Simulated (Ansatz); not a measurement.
Rb3VS4 — coordination and 33S quadrupole coupling

Cell: a structure deposited in the COD.

Space group Pnma (No. 62); a = 9.3960, b = 10.8892, c = 9.3639 Å.

```csv
site,Wyckoff,site symmetry,x,y,z
Rb1,8d,1,0.9535,0.4577,0.2076
Rb9,4c,.m.,0.8528,0.7500,0.4104
V,4c,.m.,0.2198,0.2500,0.0171
S17,4c,.m.,0.2054,0.2500,0.2460
S21,4c,.m.,0.9932,0.7500,0.0715
S25,8d,1,0.6705,0.5865,0.0498
```

One atom of each set is listed.

The numbers come from a DFT calculation in Ansatz (PBE, plane waves and PAW, scalar-relativistic, 420 eV cutoff, Γ-centred 3×3×3 k-points, Fermi–Dirac smearing 0.02 eV).

Q(33S) = -69.40 mb.

(1) Order the S environments from the weakest to the strongest quadrupole coupling.
A. S21: 1 V at 2.17 Å
B. S25: 1 V at 2.15 Å
C. S17: 1 V at 2.15 Å; also 5 Rb at 3.26–3.29 Å

## Answers

(1) B (1.22 MHz, η = 0.30), A (1.86 MHz, η = 0.37), C (2.45 MHz, η = 0.56).

At S21 and S17 V_zz points along its bond to V (within 4°) in each case.
